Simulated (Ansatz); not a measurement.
# Lu2FeS4: which magnetic order is lowest?

```
CELL_PARAMETERS angstrom
0.00000 5.40350 5.40350
5.40350 0.00000 5.40350
5.40350 5.40350 0.00000
ATOMIC_POSITIONS crystal
Lu 0.62500 0.62500 0.62500
Lu 0.12500 0.62500 0.62500
Lu 0.62500 0.62500 0.12500
Lu 0.62500 0.12500 0.62500
Fe 0.00000 0.00000 0.00000
Fe 0.25000 0.25000 0.25000
S 0.37600 0.37600 0.37600
S 0.37800 0.87400 0.87400
S 0.37600 0.37600 0.87200
S 0.87400 0.37800 0.87400
S 0.87200 0.37600 0.37600
S 0.87400 0.87400 0.87400
S 0.37600 0.87200 0.37600
S 0.87400 0.87400 0.37800
```

Method: r2SCAN in Ansatz 0.2.0, PAW datasets, plane waves to 500 eV, 5×5×5 Γ-centred mesh, fermi-dirac occupations of width 0.050 eV. The atoms are fixed and numbered as listed; spin is collinear, without spin-orbit coupling.

Different starts of the self-consistent cycle ended in different solutions. Their moments in μB:

```tsv
state	Fe5	Fe6	other atoms together	size of the net moment a cell
A	3.36	-3.36	0.00	0.00
B	0.00	0.00	0.00	0.00
C	3.36	3.36	0.43	8.00
```

Site moments are taken in small spheres that don't touch (radius about 0.4 of the atom's shortest bond), so those of the magnetic atoms read low, and they needn't add up to the net moment. State B was run without spin polarisation.

**Question.** Rank the states by energy at zero smearing.

**Answer.** State A (antiparallel, compensated) comes first by a margin too small to trust; C (parallel moments) lies 0.6 meV above it, B (without moments) lies 391 meV above it, all counted an atom of the cell. The two lowest differ by only 4.1 meV for each atom with a column above, which mesh or functional could overturn.

**Question.** Which states have a gap on the mesh, and what pressure does each exert on this cell?

**Answer.** A: gap 0.52 eV, -0.7 GPa; B: no gap, -4.1 GPa; C: a narrow gap at most, -0.7 GPa (positive in compression). Moments take up room: without them the pressure is lower, so that state wants a smaller cell.

**Question.** How much does the cell gain by forming moments?

**Answer.** 391 meV an atom of the cell, or 2736 meV for each Fe atom, against state B, which has none. A run without spin would miss this and give wrong energies and forces. That state isn't the paramagnet, which keeps its moments, so this is no ordering energy.

The cell is that of a Crystallography Open Database entry, unchanged.

Caveats: only orders that fit this cell and collinear spins were tried, so the true order may need a larger cell or canted moments; atoms and cell are not relaxed, and each state would relax in its own way; semilocal functionals without U often misplace the states of 3d oxides, halides and chalcogenides; the k mesh is coarse, so differences of a few meV are uncertain where a state is a metal; one start a pattern, so a lower state of the same pattern may exist.
